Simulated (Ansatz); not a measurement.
According to PBE (plane waves, PAW; program Ansatz), GaRu3C in the anti-perovskite structure (Pm-3m) relaxes to a = 4.020 Å. Ga has 12 nearest neighbours from 2.84 Å (cuboctahedral); C has 6 nearest neighbours from 2.01 Å (octahedral). Against the elements it lies at 0.071 eV/atom, with no fitted shifts.

Electronic character: metallic (no gap). Gap from PBE with spin–orbit coupling: none (metallic).

An equation-of-state fit gives a bulk modulus of 249 GPa.

The start of the workflow was typed in or built on a structure type; neither database checked (COD, Materials Project) lists it. Whether it is the stable phase at ambient conditions was not checked. The cell was relaxed with PBE under the symmetry of its start; whether a distortion lowers the energy is not shown. The run is not spin-polarised. The references are the lowest solids computed at this level, not always the standard phases. Spin–orbit coupling is left out wherever it is not named.

Potentials: the later of the program's two PAW sets.
